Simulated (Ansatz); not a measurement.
**NiPt5: stable or not**

It was reached by relaxing an invented guess, and it needn't be the stable form of this composition.

Level of theory: DFT PBE, scalar-relativistic, plane waves, PAW in Ansatz. Settings of the last relaxation (6-atom cell): 420 eV, 14×14×4 k points, Gaussian smearing of 0.10 eV, collinear spin.

```cif
data_structure
_symmetry_space_group_name_H-M 'P4/mmm'
_symmetry_Int_Tables_number 123
_cell_length_a 2.7768
_cell_length_b 2.7768
_cell_length_c 11.5896
_cell_angle_alpha 90.000
_cell_angle_beta 90.000
_cell_angle_gamma 90.000
_cell_volume 89.36
loop_
_atom_site_label
_atom_site_type_symbol
_atom_site_symmetry_multiplicity
_atom_site_Wyckoff_symbol
_atom_site_fract_x
_atom_site_fract_y
_atom_site_fract_z
_atom_site_occupancy
Ni1 Ni 1 b 0.00000 0.00000 0.50000 1
Pt1 Pt 2 g 0.00000 0.00000 0.82562 1
Pt2 Pt 1 c 0.50000 0.50000 0.00000 1
Pt3 Pt 2 h 0.50000 0.50000 0.35034 1
```

The zero of energy is the elements' standard structures at the same level; no fitted shifts are applied.

Task: These tests were run: energy against the elements; phonons at Γ. What do they show?

Result:

| test | result |
| --- | --- |
| energy against the elements | −0.03 eV/atom |
| phonons at Γ | lowest optical mode 53 cm⁻¹ |

It fails none of these tests. Other phases of the system weren't compared here, so this isn't yet thermodynamic stability. Phonons away from Γ weren't computed.

The k mesh leaves some 4 meV/atom of noise in the energy of each metallic cell. These runs have no spin–orbit coupling, which can matter for Pt. Another magnetic order may lie lower. The run for the phonons used a 14×14×4 k mesh and Gaussian smearing of 0.20 eV. The cell carries site moments Ni 0.8; Pt 0.3 (×2) μB.
